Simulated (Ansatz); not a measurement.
LaSb (Fm-3m), phonons: input and output

Method: PBEsol, all-electron LAPW in Ansatz 0.2.0, scalar-relativistic.

The cell comes from a PAW relaxation under the same functional.

Command:

```sh
ansatz run input.yaml --threads 1 --pin off --max-ram 3072MiB --backend cpu --events-out ev --progress --plain --runs-dir out
```

input.yaml:

```yaml
crystal:
  lattice:
    - [0.0, 3.22652416086, 3.22652416086]
    - [3.22652416086, 0.0, 3.22652416086]
    - [3.22652416086, 3.22652416086, 0.0]
  atoms:
    - { symbol: La, position: [0.0, 0.0, 0.0] }
    - { symbol: Sb, position: [0.5, 0.5, 0.5] }
kpoints:
  mp_grid: { grid: [10, 10, 10] }
scf:
  occupations: { method: fermi_dirac, width: 0.08 }
hamiltonian:
  xc: pbesol
  pseudopotentials: { kind: all_electron, lapw: { basis_error: 0.0005 } }
phonons:
  qmesh: [2, 2, 2]
  qpath:
    path:
      - [0.0, 0.0, 0.0]
      - [0.5, 0.0, 0.5]
      - [0.625, 0.25, 0.625]
      - [0.375, 0.375, 0.75]
      - [0.0, 0.0, 0.0]
      - [0.5, 0.5, 0.5]
      - [0.5, 0.25, 0.75]
      - [0.5, 0.0, 0.5]
    npoints: 6
  temperatures: { t_min: 0, t_max: 1000, t_step: 100 }
```

Output:

```
Warning: RAYON_NUM_THREADS=1 ignored (pool sized by the plan → 1); use --threads N
LAPW: plane waves up to 7.092 Å⁻¹, error target 5.0e-4 eV per atom; small_component_spin mean_spin; Sb in spheres of 1.606 Å, 23 of its electrons in bands, Dirac shells []; La in spheres of 1.524 Å, 29 of its electrons in bands, ...
Engine: ansatz 0.2.0, x86_64-unknown-linux-gnu
Pseudopotentials: kind: all_electron
Pseudopotential: La, LAPW, valence charge 29, lapw/all_electron/scalar/gaussian/La, Koelling and Harmon's equation, gaussian nucleus
Pseudopotential: Sb, LAPW, valence charge 23, lapw/all_electron/scalar/gaussian/Sb, Koelling and Harmon's equation, gaussian nucleus
Functional definition: PBEsol
  exchange = pbesol_x
  correlation = pbesol_c
Crystal: 4 atoms, lattice volume = 134.358 Å³
Basis set: ecut = 191.60172213416757 eV, 823 PW (Γ), FFT grids on a1, a2, −a1+a2+a3, exchange–correlation at level 2
Bands: 64, of which v1, the nominal top of the filled ones, is band 52 counted from 1 (51 counted from 0)
Symmetry: 32 space group operations
k-points: 63 of 500
Non-local potential: La, projectors of the file, none
Non-local potential: Sb, projectors of the file, none
[... 110 lines left out ...]
  ASR residual: 3.340e-4 → 0.000e0 eV/Å²; symmetrization residual: 4.095e-4 eV/Å²
  largest component of a force at the reference: 1.0e-30 eV/Å
  ASR residual per site (eV/Å²): 3.34e-4 3.24e-4
  Γ frequencies (cm⁻¹): 0.00 0.00 0.00 126.69 126.69 126.69
--- Phonons (by wavevector): 3 wavevectors in 2 supercells ---
  supercell 1 (2 cells, vectors [1, 0, 0], [0, 1, -1], [0, 0, 2] in multiples of the cell's): 2 displaced members by 0.01 Å; free energy -814627.471014 eV; taken off its force constants: by the sum rule 3.0e-4, by the ...
  symmetry images taken by strict's conditions (phonons.symmetry_images: auto; settled by no image being taken that strict refuses)
  supercell 2 (2 cells, vectors [1, 0, 0], [0, 1, 0], [0, 0, 2] in multiples of the cell's): 2 displaced members by 0.01 Å; free energy -814627.471014 eV; taken off its force constants: by the sum rule 3.3e-4, by the ...
  symmetry images taken by strict's conditions (phonons.symmetry_images: auto; settled by no image being taken that strict refuses)
  q = [0.0000, 0.0000, 0.0000] (star 1, supercell 1; hermiticity 0.00e0, symmetrization 9.95e-5): -0.00 -0.00 -0.00 126.69 126.69 126.69
  q = [0.0000, 0.0000, -0.5000] (star 4, supercell 2; hermiticity 8.94e-17, symmetrization 6.78e-16): 97.13 97.13 107.62 107.62 125.05 142.21
  q = [0.0000, -0.5000, -0.5000] (star 3, supercell 1; hermiticity 1.62e-16, symmetrization 3.40e-16): 58.33 58.33 76.74 127.27 127.27 137.13
  joined force constants: q→R imaginary residual 3.16e-17
  density of states and harmonic sums: on the 18×18×18 q-mesh, interpolated from the force constants of a 2×2×2 supercell (no non-analytic term)
  largest difference from the sums on the solved wave vectors: F 8.28e-2 eV, S 1.15e-4 and C_V 3.23e-5 eV/K
```

The calculation finished and met its thresholds.

**Harmonic thermodynamics**

Harmonic phonons of a crystal by Kohn-Sham DFT at the given cell, standard atomic masses, acoustic sum rule imposed; negative wavenumbers are unstable modes; sums over wave vectors interpolated from the q mesh.

```json
{
 "Zero point energy": "19.3 meV/atom"
}
```

| temperature (K) | phonon heat capacity (k_B/atom) | phonon entropy (k_B/atom) | phonon free energy (meV/atom) |
| --- | --- | --- | --- |
| 100 | 2.481 | 2.195 | 11.83 |
| 200 | 2.856 | 4.07 | -15.91 |
| 300 | 2.935 | 5.246 | -56.37 |
| 400 | 2.963 | 6.095 | -105.4 |
| 500 | 2.976 | 6.757 | -160.9 |
| 600 | 2.983 | 7.301 | -221.5 |
| 700 | 2.988 | 7.761 | -286.5 |
| 800 | 2.99 | 8.16 | -355.1 |
| 900 | 2.992 | 8.512 | -427 |
| 1000 | 2.994 | 8.828 | -501.7 |

Phonons on the q mesh:

One row a degenerate set, branches counted upwards.

* Unstable phonons: no

| point | q a (r.l.u.) | q b (r.l.u.) | q c (r.l.u.) | branch | phonon wavenumber (cm⁻¹) | degeneracy |
| --- | --- | --- | --- | --- | --- | --- |
| Gamma | 0 | 0 | 0 | 4 | 126.7 | 3 |
| L | 0.5 | 0 | 0 | 1 | 97.1 | 2 |
| L | 0.5 | 0 | 0 | 3 | 107.6 | 2 |
| L | 0.5 | 0 | 0 | 5 | 125 | 1 |
| L | 0.5 | 0 | 0 | 6 | 142.2 | 1 |
| X | 0.5 | 0.5 | 0 | 1 | 58.3 | 2 |
| X | 0.5 | 0.5 | 0 | 3 | 76.7 | 1 |
| X | 0.5 | 0.5 | 0 | 4 | 127.3 | 2 |
| X | 0.5 | 0.5 | 0 | 6 | 137.1 | 1 |

Zone-centre phonons:

Optical zone-centre levels upwards with Mulliken labels, activity, and the element with most of the kinetic energy.

```
Point group : m-3m
```

```tsv
number	phonon wavenumber (cm⁻¹)	label	infrared	raman	lead element
1	126.7	T1u	yes	no	Sb
```

Caveats: responses of metals move with mesh and smearing; coarse q mesh; activity by symmetry alone, a metal screens infrared modes.

Cost: 37 min on 1 thread of AMD EPYC 7R43 64-Core Processor (Zen 3), on a shared host, peak memory 1.5 GiB.
